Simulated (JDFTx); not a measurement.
MoSi2(001) slab cut from bulk MoSi2 (space group I4/mmm, indices of the conventional cell, lattice of the Materials Project entry mp-2592, not re-optimised): 6 atoms in 6 planes, a 1x1 cell of 10.27 Å² (|a| = 3.204, |b| = 3.204 Å), 6.4 Å between the outermost planes, Si outermost, slab composition Mo2Si4, cell height 22.5 Å, 6×6×1 k mesh, Fermi smearing 0.01 Ha, no spin polarisation. Whether this polymorph is the ambient one wasn't checked.

Level of theory: PBE, GBRV ultrasoft potentials, plane waves to 20/100 Ha; code: a modified build of JDFTx. Liquid: CANDLE, water, 1 M NaCl. Between zero charge and 0.28 V from it the run gives σ = 3.6 μC/cm², a mean capacitance of 12.9 μF/cm². The liquid has ε = 78.4, a 1:1 salt at 1 M with linear (Debye) response, and T = 298 K.

Working it through: the Debye length, the diffuse-layer capacitance, and the inner capacitance that is left when the two stand in series.

Each ion has density c = 1 × 6.022×10⁻⁴ = 6.022e-04 Å⁻³. λ² = ε kT / (8π (e²/4πε₀) c) with kT = 0.02568 eV and e²/4πε₀ = 14.40 eV Å gives λ = 3.04 Å; the log prints 3.04 Å. C_diffuse = ε₀ε/λ = 228 μF/cm². Then 1/C_inner = 1/12.9 − 1/228, so C_inner = 13.7 μF/cm², which equals a vacuum gap of ε₀/C_inner = 0.65 Å. The diffuse layer takes 6 % of the potential drop; the rest lies between the electrode's charge and the onset of the dielectric, with the electrode's own (quantum) capacitance in it. The split is a model: in the calculation solvent and ions share one smooth cavity.
